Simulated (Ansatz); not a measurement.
**Property card for Sn₂Pt**

Sn₂Pt:
```
CELL_PARAMETERS angstrom
      0.00000     3.22574     3.22574
      3.22574     0.00000     3.22574
      3.22574     3.22574     0.00000
ATOMIC_POSITIONS crystal
  Sn 0.75000 0.75000 0.75000
  Sn 0.25000 0.25000 0.25000
  Pt 0.00000 0.00000 0.00000
```

Space group Fm-3m (No. 225), fluorite or antifluorite type; conventional cell a = b = c = 6.451 Å, α = β = γ = 90.00°.

Method: plane-wave PAW PBEsol (Ansatz code). The cell and atoms are relaxed at this level. Other levels are named where they apply.

### Cell and energy

```
Item                                                          Result
-----------------------------------------------------  -------------
Volume per atom                                             22.38 Å³
Density                                                  10.70 g/cm³
Formation energy from the elements (no fitted shifts)  -464 meV/atom
```

### Electronic structure

```
Quantity                                                                    Result
------------------------------------  --------------------------------------------
Electronic character                                             metallic (no gap)
Density of states at the Fermi level  0.33 states/eV per atom (mean over ±0.08 eV)
Gap with spin–orbit coupling                                       none (metallic)
```

### Mechanics

```
Property                                                                      Result
--------------------------------------------  --------------------------------------
Bulk modulus (Birch–Murnaghan fit)                                           107 GPa
Pressure derivative B′                                                           5.6
Elastic constants (relaxed ions, GPa)              C11 = 151, C12 = 86.0, C44 = 25.3
Mechanical stability                          stable (all eigenvalues of C positive)
Hill bulk and shear moduli                                          108 and 27.9 GPa
Young's modulus                                                             77.1 GPa
Poisson's ratio                                                                 0.38
Debye temperature from the elastic constants                                   193 K
```

### Phonons

```
Quantity                                       Result
-----------------------------  ----------------------
Highest zone-centre frequency                18.0 meV
Zone-centre stability          no imaginary mode at Γ
```

The first step of the workflow began from a Materials Project structure, measured or hypothetical; the Crystallography Open Database files this formula in space group No. 225, but the cells were not matched. Whether it is the stable phase at ambient conditions was not checked. Symmetry was held in the PBEsol relaxation. The run is not spin-polarised. As this level gives no gap, shear constants depend on the k-mesh and smearing (Fermi–Dirac, 0.1 eV here). As this level gives no gap, phonon frequencies hold no LO–TO term and depend on the k-mesh and smearing (Fermi–Dirac, 0.1 eV here). The references are the lowest solids computed at this level, not always the standard phases. Scalar-relativistic: spin–orbit coupling is off unless named, which matters more the heavier the elements.

Potentials: the later of the program's two PAW sets.
